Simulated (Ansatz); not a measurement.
All numbers below come from Ansatz, DFT PBE, scalar-relativistic, plane waves, PAW. All cells share a 420 eV cutoff and Γ-centred k meshes spaced at most about 0.3 Å⁻¹ (about 0.25 or finer for metals, 2π included). No spin polarisation in the final relaxations.

Each of these unrelaxed guesses is relaxed in cell and atoms within its symmetry. A guess keeps its type if space group and coordination stay and the shape of the cell changes little (axis ratios within about 15 %, angles within 6°); the volume may change.

1. In4O

```
CELL_PARAMETERS angstrom
3.70129 0.00000 0.00000
0.00000 3.70129 0.00000
0.00000 0.00000 8.65685
ATOMIC_POSITIONS crystal
In 0.00000 0.50000 0.73065
In 0.50000 0.00000 0.73065
In 0.00000 0.50000 0.26935
In 0.50000 0.00000 0.26935
O 0.00000 0.00000 0.00000
```

2. GaSe3

```
CELL_PARAMETERS angstrom
-3.24419 3.24419 4.63931
3.24419 -3.24419 4.63931
3.24419 3.24419 -4.63931
ATOMIC_POSITIONS crystal
Ga 0.75000 0.25000 0.50000
Ga 0.25000 0.75000 0.50000
Se 0.75000 0.75000 0.00000
Se 0.25000 0.25000 0.00000
Se 0.22014 0.72014 0.94027
Se 0.77986 0.27986 0.05973
Se 0.72014 0.77986 0.50000
Se 0.27986 0.22014 0.50000
```

3. Zr2F3

```
CELL_PARAMETERS angstrom
2.78166 1.60599 2.24629
-2.78166 1.60599 2.24629
0.00000 -3.21199 2.24629
ATOMIC_POSITIONS crystal
Zr 0.26000 0.26000 0.26000
Zr 0.74000 0.74000 0.74000
F 0.00000 0.25000 0.75000
F 0.75000 0.00000 0.25000
F 0.25000 0.75000 0.00000
```

Question: Which guesses survive the relaxation?

Answer: Guess 3 keeps its type.

| guess | kept | start group | end group | V start (Å³/atom) | V end | b/a and c/a, end over start | nearest neighbours start | nearest neighbours end |
| --- | --- | --- | --- | --- | --- | --- | --- | --- |
| 1 | no | P4/mmm | P4/mmm | 23.7 | 25.1 | 1.00, 0.63 | In 6, O 8 | In 6, O 8 |
| 2 | no | I4/mcm | I4/mcm | 24.4 | 23.0 | 1.00, 0.55 | Ga 12, Se 12 | Ga 4, Se 2/10 |
| 3 | yes | R32 | R32 | 12.0 | 13.9 | 1.00, 0.99 | F 8, Zr 6 | F 8, Zr 6 |

Neighbours count within 15 % of an atom's shortest distance; end groups are read at 0.02 Å (0.05 Å in metals).

No dispersion correction is applied, so the spacing and binding between layers, chains or molecules are poorly described (GaSe3 I4/mcm). In Zr2F3 R32 an odd number of electrons in the primitive cell allows no gap without spin; a larger cell or a magnetic state could open one. A magnetic state wasn't ruled out in cells without spin, among them GaSe3 I4/mcm. Cells relaxed within their symmetry can be saddle points.

In counts of neighbours, a slash parts the counts of unlike sites.
